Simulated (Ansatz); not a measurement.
Starting cell, GaP (zinc blende):

```xyz
2
Lattice="0.0000 2.7257 2.7257 2.7257 0.0000 2.7257 2.7257 2.7257 0.0000" Properties=species:S:1:pos:R:3 pbc="T T T"
P      4.0885     4.0885     4.0885
Ga     0.0000     0.0000     0.0000
```

In this cell atom 2 (Ga, nearest neighbour P at 2.361 Å; its periodic images, 3.9 Å or more away, move with it) is moved by s along Cartesian [110], unit vector (0.707, 0.707, 0.000); all other atoms and the cell stay fixed.

Calculation: r2SCAN (plane waves to 500 eV, PAW, scalar-relativistic; Ansatz, an electronic-structure program). k mesh 8×8×8 (Γ-centred), Fermi-Dirac smearing 0.05 eV. E stands for the smeared free energy. As the smearing reaches across the gap at some points, energies and forces of such displacements shift with the k mesh and the smearing. F∥ is the force on the atom along that direction. GaP was relaxed with its symmetry unable to fall. ΔE is measured from the undisplaced structure.

### Question
Predict the ΔE (meV/cell) and F∥ (eV/Å) at s (Å) = -0.710, -0.568, -0.284, -0.142, 0.284.

### Answer
```json
[
 {"s (Å)": "-0.710", "ΔE (meV/cell)": "2862", "F∥ (eV/Å)": "8.876"},
 {"s (Å)": "-0.568", "ΔE (meV/cell)": "1764", "F∥ (eV/Å)": "6.634"},
 {"s (Å)": "-0.284", "ΔE (meV/cell)": "419", "F∥ (eV/Å)": "3.000"},
 {"s (Å)": "-0.142", "ΔE (meV/cell)": "103", "F∥ (eV/Å)": "1.462"},
 {"s (Å)": "0.284", "ΔE (meV/cell)": "419", "F∥ (eV/Å)": "-3.000"}
]
```

(For displaced atoms, the force is minus the slope of the energy, and its curvature is a force constant, which sets phonon frequencies.)
